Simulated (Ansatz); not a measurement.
**Debugging a calculation of Ta$_{4}$O**

The input below was meant for crystalline Ta$_{4}$O, with PBEsol, plane waves and PAW in Ansatz.

```yaml
crystal:
  lattice:
    - [3.257497, 0.0, 0.0]
    - [0.0, 3.257497, 0.0]
    - [0.0, 0.0, 7.409341]
  atoms:
    - { symbol: Ta, position: [0.0, 0.0, 0.5] }
    - { symbol: Ta, position: [0.5, 0.5, 0.783158] }
    - { symbol: Ta, position: [0.5, 0.5, 0.216842] }
    - { symbol: Ta, position: [0.0, 0.0, 0.0] }
    - { symbol: O, position: [0.5, 0.5, 0.5] }
basis:
  ecutwfc: 420
kpoints:
  mp_grid: { grid: [12, 12, 6] }
hamiltonian:
  xc: pbesol
scf:
  occupations: { method: gaussian, width: 0.1 }
output:
  forces: true
  stress: true
  eigenvalues: true
magnetization:
  spin_orbit: true
```

Command:

```bash
ansatz run input.yaml --threads 1 --pin off --max-ram 2560MiB --backend cpu --events-out ev --progress --plain --runs-dir out
```

From the log:

```text
Error: inconsistent input (magnetization.spin_orbit, magnetization.noncollinear): true requires noncollinear: true — spin–orbit coupling acts on 2-spinor wavefunctions; set both flags
```

Question: Name the fault and the cure.

Answer: The fault is spin-orbit coupling without non-collinear spin. The coupling acts on two-component spinors. The cure is the spin-orbit key removed, as no coupling was intended (to keep it, non-collinear spin must be switched on).

The change to the input:

```diff
-magnetization:
-  spin_orbit: true
```

With the mended input the run converges and gives a pressure of -8.16 GPa, a largest force of 0.094 eV/Å, no gap.

The mended run took 23 s on 1 thread of Arm Neoverse V1 (shared host), peak memory 0.46 GiB.